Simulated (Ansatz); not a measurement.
NMR crystallography of MgS with Cl replacing S: given against relaxed positions

Start: a supercell of MgS (rock salt type, Fm-3m) built from a computed structure from the Materials Project (it need not be an observed phase), with all atoms left at the host's positions.

Space group Fm-3m (No. 225); a = 15.6264 Å.

```csv
site,Wyckoff,site symmetry,x,y,z
Mg1,32f,.3m,0.3333,0.8333,0.8333
Mg2,24e,4m.m,0.5000,0.0000,0.8333
Mg6,48h,m.m2,0.8333,0.1667,0.0000
Mg27,4a,m-3m,0.0000,0.5000,0.5000
Cl,4b,m-3m,0.5000,0.0000,0.0000
S29,48i,m.m2,0.6667,0.1667,0.0000
S32,32f,.3m,0.8333,0.1667,0.1667
S42,24e,4m.m,0.0000,0.5000,0.3333
```

One atom of each set is listed; the run and its k-mesh use a cell of 54 atoms with edges of 11.05, 11.05, 11.05 Å.

Computed with Ansatz: DFT, PBE, plane waves and PAW, scalar-relativistic, 420 eV cutoff, Γ-centred 2×2×2 k-points, Fermi–Dirac smearing 0.01 eV, cell charge +1.

The largest force at the start is 1.1 eV/Å. Relaxing the ions at fixed cell moves them by 0.137 Å at most (atom 5, Mg) and 0.049 Å rms.

```tsv
site	moved (Å)	first shell before	first shell after	V_zz before (10²¹ V/m²)	η before
Mg2	0.137	5 S at 2.60 Å, 1 Cl at 2.60 Å	5 S at 2.50–2.59 Å, 1 Cl at 2.74 Å	1.01	0.00
Mg6	0.003	6 S at 2.60 Å	6 S at 2.60–2.62 Å	-0.093	0.63
Cl	0.000	6 Mg at 2.60 Å	6 Mg at 2.74 Å	0.00	–
S29	0.030	6 Mg at 2.60 Å	6 Mg at 2.59–2.62 Å	1.83	0.00
S32	0.006	6 Mg at 2.60 Å	6 Mg at 2.60 Å	-0.37	0.00
S42	0.028	6 Mg at 2.60 Å	6 Mg at 2.50–2.61 Å	0.14	0.00
```

Question: What are V_zz and η after the relaxation?

Answer: 

| site | V_zz after | η after | change of V_zz |
| --- | --- | --- | --- |
| Mg2 | 0.71 | 0.00 | -0.30 |
| Mg6 | -0.16 | 0.03 | -0.07 |
| Cl | 0.00 | – | 0.00 |
| S29 | -0.67 | 0.35 | – |
| S32 | -0.13 | 0.00 | +0.24 |
| S42 | -0.14 | 0.00 | -0.28 |

The largest change of V_zz along a kept axis is on Mg2, from 1.01 to 0.71. The whole tensor moves most on S29, by 1.38 along its most changed direction. In per cent, |V_zz| changes by -30 on Mg (all sites that start above 0.5, bar those whose gradient vanishes or changes sign or whose main axis turns by over 40°). V_zz changes sign on S42 (same axis). On S29 the largest principal value lies along another axis in the second run, so the two V_zz can't be compared directly. Other sites with |V_zz| of 0.02 or less aren't listed.

The defect repeats with the cell of 54 atoms, so it feels its images: sites between two images don't show the values beside a lone defect, and zeros or small values of η there can come from the images' arrangement. A uniform background compensates the cell's charge.
Before: The neighbours have not yet relaxed around the defect (largest force 1.1 eV/Å), so a real crystal will differ.
After: The relaxation keeps the site symmetry m-3m of the start, so the impurity can't leave its site; a start off the site could end lower.
